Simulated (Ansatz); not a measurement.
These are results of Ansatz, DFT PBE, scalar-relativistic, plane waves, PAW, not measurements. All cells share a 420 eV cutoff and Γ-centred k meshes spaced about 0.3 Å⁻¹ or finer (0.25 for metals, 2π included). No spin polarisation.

These are static total energies at zero pressure.

Two relaxed structures of HfSi3O2:

A.

```cif
data_structure
_symmetry_space_group_name_H-M 'P-3m1'
_symmetry_Int_Tables_number 164
_cell_length_a 3.7021
_cell_length_b 3.7021
_cell_length_c 7.3856
_cell_angle_alpha 90.000
_cell_angle_beta 90.000
_cell_angle_gamma 120.000
_cell_volume 87.66
loop_
_atom_site_label
_atom_site_type_symbol
_atom_site_symmetry_multiplicity
_atom_site_Wyckoff_symbol
_atom_site_fract_x
_atom_site_fract_y
_atom_site_fract_z
_atom_site_occupancy
Hf1 Hf 1 a 0.00000 0.00000 0.00000 1
Si1 Si 2 d 0.33333 0.66667 0.33385 1
Si2 Si 1 b 0.00000 0.00000 0.50000 1
O1 O 2 d 0.33333 0.66667 0.09017 1
```

B.

```cif
data_structure
_symmetry_space_group_name_H-M 'Cm'
_symmetry_Int_Tables_number 8
_cell_length_a 10.6330
_cell_length_b 4.0235
_cell_length_c 7.0592
_cell_angle_alpha 90.000
_cell_angle_beta 129.421
_cell_angle_gamma 90.000
_cell_volume 233.30
loop_
_atom_site_label
_atom_site_type_symbol
_atom_site_symmetry_multiplicity
_atom_site_Wyckoff_symbol
_atom_site_fract_x
_atom_site_fract_y
_atom_site_fract_z
_atom_site_occupancy
Hf1 Hf 2 a 0.90851 0.50000 0.60625 1
Si1 Si 2 a 0.86928 0.50000 0.17915 1
Si2 Si 2 a 0.08969 0.00000 0.95528 1
Si3 Si 2 a 0.99098 0.00000 0.17968 1
O1 O 2 a 0.96032 0.00000 0.62472 1
O2 O 2 a 0.18121 0.00000 0.45493 1
```

Problem. Which would you expect to be lower, and how large is the difference?

Solution. B is lower, by 101 meV/atom. A has space group P-3m1 (No. 164), 14.6 Å³/atom and no gap on its mesh; B has space group Cm (No. 8), 19.4 Å³/atom and no gap. The shortest distance is 1.80 Å (Si–O) in A and 1.70 Å (Si–O) in B. A and B both hold Si–Si nets. The lower one is the more open, so pressure narrows the difference. In A, Hf is surrounded by 6 O at 2.24 Å; Si on a site of symmetry 3m is surrounded by 1 O at 1.80 Å and 3 Si at 2.46 Å; O has 1 Si at 1.80 Å and 3 Hf at 2.24 Å; 1 more site not described. In B, Hf has 1 O at 1.92 Å, 2 O at 2.07 Å and 3 Si at 2.77–2.79 Å; around Si on its first site lie 3 Si at 2.32–2.39 Å and 1 Hf at 2.77 Å; O on its first site has 1 Si at 1.81 Å and 2 Hf at 2.07 Å; 3 more sites not described. Both come from trial cells of a structure search, whose lowest cell (C2/m, 14.3 Å³/atom) lies 151 meV/atom below the lower of the two.

These runs have no spin–orbit coupling, which can matter for Hf. The zero gap of Cm may come from the functional, which often closes small gaps, or the cell may be a true semimetal. Cells relaxed within their symmetry can be saddle points. Some structure types and database cells were kept out of the candidates from the start, so a known form may be missing.
